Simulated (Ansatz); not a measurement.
# Course of a relaxation: Ta2F

Recipe of this trial structure of Ta2F: random cell by space group and Wyckoff sites (P4mm, No. 99). The dimensions are guesses.

```
Ta F
1.0
     3.22432    0.00000    0.00000
     0.00000    3.22432    0.00000
     0.00000    0.00000    5.31915
Ta F
2 1
Direct
  0.00000 0.00000 0.31313
  0.00000 0.00000 0.71590
  0.00000 0.00000 0.01026
```

Level of theory: Ansatz 0.2.0, DFT PBE, scalar-relativistic, plane waves, PAW. Cutoff 420 eV, Gaussian smearing, Γ-centred meshes. Cell and atoms relax first on a coarse mesh and then on a finer one. In between, the cell is made exact in the group found at 0.06 Å. In metals the finer mesh still leaves noise of several meV/atom or more. The steps can't lower the symmetry of their start. No spin polarisation in the relaxation; trial moments died out in a coarse test.

Steps on the 6×6×4 mesh (3 atoms, 14 steps). The free energy counts from the last step; the plane-wave basis is renewed at times, which shifts energy and pressure.

```csv
step,ΔF (meV/atom),V (Å³/atom),P (GPa),largest force component (eV/Å)
1,3594.1,18.43,70.39,19.719
2,2083.4,19.09,33.96,5.437
3,1469.6,19.46,14.94,2.189
4,929.2,18.92,9.91,1.118
5,515.5,18.86,4.79,0.383
6,180.1,18.06,1.73,0.765
7,84.3,16.57,7.86,0.154
8,89.3,18.02,-6.99,0.247
9,66.7,17.37,0.18,0.026
10,66.6,17.37,-0.02,0.001
11,7.4,17.37,3.25,0.111
12,0.7,17.62,0.58,0.029
13,0.5,17.68,-0.01,0.004
14,0.0,17.68,0.05,0.004
```

The relaxed structure, after a last relaxation on the converged mesh:

```cif
data_structure
_symmetry_space_group_name_H-M 'P 1'
_symmetry_Int_Tables_number 1
_cell_length_a 2.7609
_cell_length_b 2.7609
_cell_length_c 6.9742
_cell_angle_alpha 90.000
_cell_angle_beta 90.000
_cell_angle_gamma 90.000
_cell_volume 53.16
loop_
_atom_site_label
_atom_site_type_symbol
_atom_site_fract_x
_atom_site_fract_y
_atom_site_fract_z
_atom_site_occupancy
Ta1 Ta 0.00000 0.00000 0.29955 1
Ta2 Ta 0.00000 0.00000 0.70045 1
F1 F 0.00000 0.00000 0.00000 1
```

The symmetry goes from P4mm (No. 99) to P4/mmm (No. 123). The volume per atom shrinks by 3.9 %, from 18.4 to 17.7 Å³. The shortest distance goes from 1.57 Å (Ta–F) to 2.09 Å (Ta–F). The energy falls by about 3.6 eV/atom (the start's value is from the coarse mesh). Ta has 1 F at 2.09 Å and 5 Ta at 2.76–2.80 Å; around F lie 2 Ta at 2.09 Å.

- Volume per atom: 17.72 Å³
- Density: 11.90 g/cm³
- Formation energy: −0.21 eV/atom
- Gap on the 16×16×8 mesh of the 3-atom cell: 0 eV (a metal)

Formation energies are uncorrected and refer to the elements' standard structures at the same level (F₂ as a molecule).

The last run used Gaussian smearing of 0.10 eV. These runs have no spin–orbit coupling, which can matter for Ta. An odd number of electrons in the primitive cell allows no gap without spin; a larger cell or a magnetic state could open one. Symmetry constrained the relaxation, so the result can be a saddle point. In all, the 3 runs took 85 s on 1 thread of Intel(R) Xeon(R) Platinum 8488C (Sapphire Rapids), with other jobs on the host. Another cell of Ta2F relaxed alike, in C2/m, lies 0.35 eV/atom lower, so this cell isn't the stable form at this level.
